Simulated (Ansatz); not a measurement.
Cd$_{2}$TeS:
```
CELL_PARAMETERS angstrom
      4.39306     0.00000     0.00000
     -2.19653     3.80451     0.00000
      0.00000     0.00000     7.20292
ATOMIC_POSITIONS crystal
  Cd 0.66667 0.33333 0.47280
  Cd 0.00000 0.00000 0.02474
  Te 0.00000 0.00000 0.63042
  S  0.66667 0.33333 0.12004
```

Relaxed with r²SCAN. Special points in fractions of this cell's reciprocal vectors: Γ (0.000, 0.000, 0.000); M (0.500, 0.000, 0.000); K (0.333, 0.333, 0.000); A (0.000, 0.000, 0.500); L (0.500, 0.000, 0.500); H (0.333, 0.333, 0.500).

List the band energies nearest the valence-band maximum at these points for r²SCAN in the plane-wave PAW code Ansatz.

In eV from the valence-band maximum; about four levels below and three above (degenerate sets whole), none deeper than 8.9 eV; points with the same levels are listed once.

```json
[
 {"k": "Γ", "below": "-1.69 -1.69 -0.72 0.00 0.00", "above": "0.48 2.63 5.45 5.45"},
 {"k": "M", "below": "-3.14 -2.58 -1.84 -0.92", "above": "2.65 3.16 4.31"},
 {"k": "K", "below": "-3.59 -2.59 -2.15 -2.06", "above": "3.68 3.85 4.60"},
 {"k": "A", "below": "-1.62 -1.62 -0.10 -0.10", "above": "1.71 3.14 4.77"},
 {"k": "L", "below": "-2.43 -2.17 -1.57 -1.16", "above": "2.45 2.85 4.19"},
 {"k": "H", "below": "-3.29 -2.51 -1.94 -1.31", "above": "3.28 3.57 4.68"}
]
```

Space group P3m1. The first step of the workflow began from a Materials Project structure, measured or hypothetical; the Crystallography Open Database copy checked does not list it. Whether it is the stable phase at ambient conditions was not checked. The r²SCAN relaxation kept the symmetry of its start; of distortions, only those at the zone centre were tested. Spin–orbit coupling is left out wherever it is not named.

Potentials: the later of the program's two PAW sets.
